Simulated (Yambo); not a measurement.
**AlBO3: sweep of GW parameters**

G0W0@PBEsol for AlBO3 (space group R-3c, No. 167) in Yambo. Reference settings: 4×4×4 Γ-centred k mesh, 125 bands and a 7 Ry block in the screening, 125 bands in G with the Bruneval-Gonze terminator, plasmon pole fitted at 27.2 eV. The PBEsol gap Γ → (0.25, 0.25, 0.25) on this mesh is 5.75 eV; G0W0 gaps are taken between the same points.

| change from the reference | G0W0 gap Γ → (0.25, 0.25, 0.25) (eV) | shift of the valence edge (eV) | rough Yambo cost |
|---|---|---|---|
| reference settings | 8.35 | -1.28 | 1 |
| wavefunctions cut at 20 Ry | 8.27 | -1.15 | about 1/4 |
| wavefunctions cut at 30 Ry | 8.30 | -1.25 | about 1/3 |
| exchange cut at 10 Ry | 7.19 | 0.12 | – |
| 39 bands in W, 39 bands in G, 2 Ry block | 10.16 | -2.00 | about 1/6 |
| 39 bands in W, 39 bands in G, 4 Ry block | 9.45 | -1.37 | about 1/6 |
| 73 bands in W, 73 bands in G, 4 Ry block | 8.52 | -1.18 | about 1/2 |
| 73 bands in W, 73 bands in G, 3 Ry block | 8.65 | -1.28 | about 1/2 |
| 99 bands in W, 99 bands in G, 2 Ry block | 9.18 | -1.75 | within a factor of two |
| 99 bands in W, 99 bands in G, 3 Ry block | 8.53 | -1.32 | within a factor of two |
| 99 bands in W, 99 bands in G, 4 Ry block | 8.41 | -1.22 | within a factor of two |
| 3 Ry block | 8.48 | -1.34 | within a factor of two |
| 53 bands in W, 53 bands in G, no terminator | 8.65 | -0.73 | about 1/3 |
| 73 bands in W, 73 bands in G, no terminator | 8.38 | -0.78 | within a factor of two |
| 99 bands in W, 99 bands in G, 3 Ry block, no terminator | 8.52 | -1.17 | within a factor of two |

The reference isn't shown to be the converged limit. Costs are rough (shared machines), scaled to the same edge states, and given only for runs that recompute the screening.

Geometry of the Materials Project entry, not relaxed at this level; primitive cell a = 5.314 Å, b = 5.314 Å, c = 5.314 Å, α = 50.16°, β = 50.16°, γ = 50.16°.

A shift is the quasiparticle energy of the state minus its PBEsol energy.
